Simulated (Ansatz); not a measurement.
A relaxed cell of Y (P6₃/mmc (No. 194)), relaxed on a k-mesh at least as fine as the one used below. All values below come from r2SCAN (plane waves to 500 eV, PAW, scalar-relativistic; Ansatz, a quantum-chemistry and plane-wave program). Γ-centred k-mesh 10×10×6 on the run's cell (coarser than for final values), Fermi–Dirac smearing 0.05 eV.

```xyz
2
Lattice="3.6826 0.0000 0.0000 -1.8413 3.1892 0.0000 0.0000 0.0000 5.6985" Properties=species:S:1:pos:R:3 pbc="T T T"
Y      0.0000     2.1261     4.2739
Y      1.8413     1.0631     1.4246
```

The atoms are displaced by (Å):

```csv
atom,ux,uy,uz
Y1,-0.115,0.091,-0.102
Y2,0.079,-0.048,-0.047
```

What forces (eV/Å) and pressure result?


```tsv
atom	Fx	Fy	Fz
Y1	0.20	-0.16	0.22
Y2	-0.20	0.16	-0.22
```

Pressure 0.0 GPa.

No spin polarisation in the result.

The run that gave the undisplaced cell could not lose the symmetry of its start; a randomly shaken copy of 2 atoms returns to this structure.
